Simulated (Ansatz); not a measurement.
Clean, relaxed (001) surface of Au, space group P6_3/mmc (No. 194) (top face towards +c; atoms held fixed, by place in the list: 1, 2):

```
CELL_PARAMETERS angstrom
2.86519 0.00000 0.00000
-1.43260 2.48133 0.00000
0.00000 0.00000 24.18587
ATOMIC_POSITIONS crystal
Au 0.33333 0.66667 0.35144
Au 0.66667 0.33333 0.45048
Au 0.33333 0.66667 0.54864
Au 0.66667 0.33333 0.64832
```

These are results of Ansatz 0.2.0, DFT PBEsol, scalar-relativistic, plane waves, PAW, not measurements. Settings: cutoff 420 eV, Γ-centred mesh 12×12×1 on the computed 4-atom cell, Gaussian smearing of 0.10 eV; no spin polarisation. A dipole correction removes the field between periodic images along c.

CH is put at the top (Au) at (0.67, 0.33) site, one adsorbate per 7.1 Å², and relaxed. E_ads counts from the clean slab and the free adsorbate (spin-polarised where it has unpaired electrons); negative means bound. Heights count from the highest slab atom after relaxation. Bonded neighbours lie within 1.25 times the sum of covalent radii (1.35 for H) and, on that scale, within 12 % of the closest. With the adsorbate the cell is lengthened along c to keep the vacuum.

Q: How strongly does it bind, and where does its anchoring atom end?

A: -2.94 eV; at (0.67, 0.33), 1 bonded neighbour (Au).

Q: How high does its anchoring atom sit over the highest slab atom, and what is the shortest contact with the surface?

A: 1.98 Å; C–Au 1.98 Å.

Q: The clean face has a work function of 5.24 eV. How does the adsorbate change it?

A: By -1.82 eV.

Q: Does the adsorbate stay in one piece?

A: Yes.

Each end is the local minimum or symmetric point that its start leads to. This isn't the usual crystal structure of Au. The slab is only 7.2 Å thick, so the energies aren't converged with thickness.

For at least one of the starts the bottom face's work function also shifts by over 0.1 eV: the slab is too thin to screen the adsorbate, so the work functions aren't converged with thickness.

The adsorbed runs have no spin polarisation, so weakly bound open-shell ends lie too high.